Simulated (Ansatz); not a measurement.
Consider the following.

C (graphite type, space group P6_3/mmc)

```
CELL_PARAMETERS angstrom
      2.45522     0.00000     0.00000
     -1.22761     2.12628     0.00000
      0.00000     0.00000     6.67052
ATOMIC_POSITIONS crystal
  C  0.00000 0.00000 0.25000
  C  0.00000 0.00000 0.75000
  C  0.33333 0.66667 0.25000
  C  0.66667 0.33333 0.75000
```

In this cell atom 1 (C, nearest neighbour C at 1.418 Å; its periodic images, 2.5 Å or more away, move with it) is moved by s along Cartesian z, unit vector (0.000, 0.000, 1.000); all other atoms and the cell stay fixed.

Level of theory: r2SCAN+rVV10 (plane waves to 500 eV, PAW, scalar-relativistic; Ansatz, a quantum-chemistry and plane-wave program). k mesh 12×12×4 (Γ-centred), Fermi-Dirac smearing 0.05 eV. The energy includes the smearing's −TS. With partly filled bands, energies and forces of such displacements shift with the k mesh and the smearing. C was relaxed with its symmetry unable to fall. The PAW data are Ansatz's earlier set. The zero of ΔE is the undisplaced structure.

The scan covers s from -0.430 to 0.430 Å in 11 points.

Task: Is this a single well or a double well?

Result: A single well with its minimum at or next to zero displacement.

Task: Is the energy the same for equal positive and negative displacements?

Result: Even: the same for both signs. With its periodic images moving along, the atom's site symmetry in this cell is -6m2.

Task: What is the force constant k = d²E/ds² of this move at s = 0?

Result: 17.3 eV/Å².

(A displaced cell: forces are minus the slopes of the energy, force constants its curvatures, and phonons follow from these.)
